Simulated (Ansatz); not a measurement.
Single point in Ansatz 0.2.0 with PBE, no spin polarisation. Cutoff 420 eV, PAW datasets, 5×5×9 Γ-centred k mesh, fermi-dirac filling (width 0.1446 eV).

Computed maps in the lattice plane spanned by b (left to right, 7.42 Å, 22 points from zero) and c (bottom to top, 3.64 Å, 11 points from zero), 90° apart, at height 0.000 along a. The fields are smooth PAW ones with compensation charges, not the true ones near nuclei.

Valence density. Digits on a logarithmic scale: 0 up to 0.03 e/Å³, each further digit a factor of 1.6, 9 from 1.3 e/Å³ up:
```
5568999985444444344555
6667999865556655444556
9976777655578986544579
9997555445699998655799
9997543345799999755799
9997543345799999755799
9997555445699998655799
9976777655578986544579
6667999865556655444556
5568999985444444344555
4569999985444443344454
```

ELF. Ten even steps from '0' (0.00) to '9' (0.75):
```
2234200343333333222222
3333433443332233332333
6543344433335653333335
7754333333379996333357
9864321122498597334468
9864321122498597334468
7754333333379996333357
6543344433335653333335
3333433443332233332333
2234200343333333222222
1234000143233443222222
```

Task: The cell is TlReAu. Which atoms lie within 0.2 Å of this plane, and where (fractions of b and c)?

Result: Tl at (0.24, 0.00), Au at (0.00, 0.50), Re at (0.58, 0.50). The whole cell:
```yaml
crystal:
  lattice:
    - [3.71176, 6.42896, 0.00000]
    - [-3.71176, 6.42896, 0.00000]
    - [0.00000, 0.00000, 3.63911]
  atoms:
    - { symbol: Tl, position: [0.24500, 0.75500, 0.00000] }
    - { symbol: Tl, position: [0.75500, 0.00000, 0.00000] }
    - { symbol: Tl, position: [0.00000, 0.24500, 0.00000] }
    - { symbol: Au, position: [0.00000, 0.00000, 0.50000] }
    - { symbol: Au, position: [0.33330, 0.33340, 0.00000] }
    - { symbol: Au, position: [0.66670, 0.66660, 0.00000] }
    - { symbol: Re, position: [0.58500, 0.41500, 0.50000] }
    - { symbol: Re, position: [0.41500, 0.00000, 0.50000] }
    - { symbol: Re, position: [0.00000, 0.58500, 0.50000] }
```

Origin: a known structure type with other elements, at an estimated volume, so it need not be a known compound. Caveats: many states at the Fermi level without spin polarisation, so a magnetic state may lie lower; atoms or cell far from equilibrium.
